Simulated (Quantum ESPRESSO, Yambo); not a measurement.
For Cs2PtH6 (space group Fm-3m, No. 225), Yambo gives the independent-particle static dielectric constant along x as 3.37 on PBEsol bands and 2.85 after a scissor of 2.22 eV widens every gap (4×4×4 mesh, 126 bands, 3 Ry local-field block, 0.2 eV broadening).

**Question.** A scissor keeps the position matrix elements. In a one-oscillator model, how does ε − 1 scale, and what mean transition energy do the two values imply?

**Answer.** Each transition adds |r|²/E to ε − 1, so ε − 1 ∝ 1/(E0 + Δ). Then (2.85 − 1)/(3.37 − 1) = E0/(E0 + Δ) = 0.781, and E0 = Δ(ε' − 1)/(ε − ε') = 7.9 eV. The computed Im ε, weighted by 1/E up to 20 eV, has its mean at 8.7 eV; the smallest direct PBEsol gap is 3.84 eV. The scissor comes from a G0W0 run whose convergence isn't established. Convergence of the RPA response with its 4×4×4 mesh was not tested.

Bands from Quantum ESPRESSO.

Spin-orbit coupling is not included.

Geometry of the Materials Project entry, not relaxed at this level; primitive cell a = b = c = 6.344 Å, α = β = γ = 60.00°.

The structure is a Materials Project entry; no match was found in the copy of COD used, and its stability was not checked.
